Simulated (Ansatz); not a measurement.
**SrPb (Cmcm): electronic heat capacity and spin susceptibility from the density of states**

Method: DFT PBEsol, scalar-relativistic, plane waves, PAW in Ansatz 0.2.0.

Plane waves to 420 eV, a k mesh through Γ of 10×10×10 on the computed 4-atom cell and Gaussian smearing (0.10 eV); no spin polarisation.

Relaxed cell: Cmcm, a = 5.033 Å, b = 12.196 Å, c = 4.610 Å, α = 90.00°, β = 90.00°, γ = 90.00°, 4 atoms in the primitive cell. Whether it is the stable form of this composition wasn't checked.

The density of states at the Fermi level is 1.579 states/eV in the cell of 4 atoms (2 formula units; both spins, tetrahedra on a 15×15×15 mesh). Averaged over bins of 0.1 eV the density runs from 1.2 to 2.9 states/eV within 0.2 eV of the Fermi level, so the figure hangs on the exact place of that level.

Task: What Sommerfeld coefficient and Pauli susceptibility does this give?

Result: Per formula unit N(E_F) = 0.789 states/eV. γ = (π²/3) k_B² N(E_F) N_A = 2.357 mJ/(mol K²) per state/eV, so γ = 1.9 mJ/(mol K²), a mole of formula units. χ_P = μ_B² N(E_F) N_A = 3.23×10⁻⁵ emu/mol per state/eV gives 2.6×10⁻⁵ emu/mol. This is the bare band result: a measured γ of the same phase is as a rule larger by a factor 1 + λ from phonons and spin fluctuations, the spin part of χ is larger by the Stoner factor, and a measured χ also holds orbital and core terms. N(E_F) at one energy is sensitive to the mesh where the density of states has sharp peaks.

Spin-orbit coupling is left out, which matters for the bands of heavy elements.